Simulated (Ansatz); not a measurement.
Starting cell, BaTiO₃ (tetragonal-perovskite type, space group P4mm):

```yaml
crystal:
  lattice:
    - [3.98510, 0.00000, 0.00000]
    - [0.00000, 3.98510, 0.00000]
    - [0.00000, 0.00000, 4.20426]
  atoms:
    - { symbol: Ti, position: [0.50000, 0.50000, 0.45787] }
    - { symbol: Ba, position: [0.00000, 0.00000, 0.94066] }
    - { symbol: O, position: [0.50000, 0.50000, 0.88874] }
    - { symbol: O, position: [0.50000, 0.00000, 0.40937] }
    - { symbol: O, position: [0.00000, 0.50000, 0.40937] }
```

Two-dimensional scan of atom 3 (O, nearest neighbour Ti at 1.811 Å; its periodic images, 4.0 Å or more away, move with it): u runs along (1.000, 0.000, 0.000), v along (0.000, 0.000, 1.000) (Cartesian). Cell and other atoms are fixed.

Level of theory: PBE (plane waves to 420 eV, PAW, scalar-relativistic; Ansatz, a program for electronic structure). k mesh 7×7×6 (Γ-centred), Fermi-Dirac smearing 0.05 eV. The energy includes the smearing's −TS. Points where atoms come too close for the PAW data are left out (x in tables, blank in figures). BaTiO3 is run without spin polarisation. BaTiO3 was relaxed with its symmetry unable to fall. The PAW data are Ansatz's earlier set. The zero of ΔE is the undisplaced structure. Axes are in Å.

```
ΔE (eV/cell)  u = -0.270  u = -0.135  u = 0.000  u = 0.135  u = 0.270
------------  ----------  ----------  ---------  ---------  ---------
v = -0.270             x           x          x          x          x
v = -0.135         0.344           x          x          x      0.344
v = 0.000          0.195         [?]      0.000        [?]      0.195
v = 0.135          0.316         [?]      0.110        [?]      0.316
v = 0.270          0.539       0.385      0.334      0.385      0.539
```

### Question
What belongs in the gaps?

### Answer

- v = 0.000, u = -0.135: 0.048
- v = 0.000, u = 0.135: 0.048
- v = 0.135, u = -0.135: 0.161
- v = 0.135, u = 0.135: 0.161

(For displaced atoms, the force is minus the slope of the energy, and its curvature is a force constant, which sets phonon frequencies.)
